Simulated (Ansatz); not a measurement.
Mg:
```yaml
crystal:
  lattice:
    - [3.20992, 0.00000, 0.00000]
    - [-1.60496, 2.77987, 0.00000]
    - [0.00000, 0.00000, 5.14061]
  atoms:
    - { symbol: Mg, position: [0.33333, 0.66667, 0.75000] }
    - { symbol: Mg, position: [0.66667, 0.33333, 0.25000] }
```

Relaxed with PBE. Special points in fractions of this cell's reciprocal vectors: Γ (0.000, 0.000, 0.000); M (0.500, 0.000, 0.000); K (0.333, 0.333, 0.000); A (0.000, 0.000, 0.500); L (0.500, 0.000, 0.500); H (0.333, 0.333, 0.500).

Task: List the band energies nearest the Fermi level at these points for DFT-PBE in the program Ansatz with PAW potentials.

Result: In eV from the Fermi level; about four levels below and three above (degenerate sets whole), none deeper than 8.9 eV; … stands for higher levels left out; points with the same levels are listed once.

```tsv
k	below	above
Γ	-6.93 -1.61 -1.11	10.79 10.79 10.88 10.88
M	-2.18 -2.17	2.68 3.05 3.38
K	-0.66 -0.65 -0.65	4.14 4.14 4.42
A	-5.51 -5.51	5.24 5.24 …
L	-1.11 -1.11 -0.46 -0.46	7.94 7.94 …
H	–	0.17 0.17 0.66 0.66
```

Space group P6_3/mmc (hcp (Mg type)). The cell was relaxed with PBE under the symmetry of its start.

Potentials: the later of the program's two PAW sets.
